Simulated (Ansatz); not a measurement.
AlRu in space group Cmcm (No. 63; Al on 4c, Ru on 4c) under volume change, DFT-r²SCAN in the program Ansatz with PAW potentials, shape and atoms relaxed at each volume.

```
V (Å³/atom)  E − E(relaxed) (meV/atom)     P (GPa)
-----------  -------------------------  ----------
12.557                      (withheld)  (withheld)
12.971                            34.0       13.92
13.385                      (withheld)  (withheld)
13.799                             0.0        0.00
14.213                             7.2       -5.43
14.627                            27.3      -10.03
15.041                            58.4      -13.92
```

### Question
Complete the blanks.

### Answer

- 12.557, E − E(relaxed) (meV/atom): 81.1
- 12.557, P (GPa): 22.79
- 13.385, E − E(relaxed) (meV/atom): 8.0
- 13.385, P (GPa): 6.39

### Question
What does a third-order Birch–Murnaghan fit give for V₀, B₀ and B′?

### Answer
V₀ = 13.80 Å³/atom, B₀ = 196 GPa, B′ = 4.5.

The start of the workflow was typed in or built on a structure type; neither database checked (COD, Materials Project) lists it. COD files the formula under space group No. 221, so this cell is another polymorph or a model. Its standing as an ambient phase is unchecked. The cell was relaxed with r²SCAN under the symmetry of its start; whether a distortion lowers the energy is not shown. No spin polarisation was allowed.

Potentials: the earlier of the program's two PAW sets.
